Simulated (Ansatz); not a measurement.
SnS:
```
SnS
1.0
    1.84034    -5.44827     0.00000
    1.84034     5.44827     0.00000
    0.00000     0.00000     5.57223
Sn S
2 2
Direct
  0.14276   0.85724   0.75000
  0.85724   0.14276   0.25000
  0.80686   0.19314   0.75000
  0.19314   0.80686   0.25000
```

LDA in the plane-wave PAW code Ansatz gives a gap of 0.13 eV without spin–orbit coupling, maximum on the Y–C0 line, 24 % of the way from Y, minimum on the Σ0–Γ line, 32 % of the way from Σ0.

Task: What happens when spin–orbit coupling is switched on?

Result: The gap closes at this level.

Space group Cmcm. The first step of the workflow began from a Materials Project structure, measured or hypothetical; the Crystallography Open Database files this formula in space group No. 63, but the cells were not matched. It is not the phase usual at ambient conditions (space group No. 62). Symmetry was held in the LDA relaxation; whether a distortion lowers the energy is not shown. A crystal of weakly bound layers computed without a dispersion correction: the cell and the soft elastic constants depend strongly on that.

Potentials: the later of the program's two PAW sets.
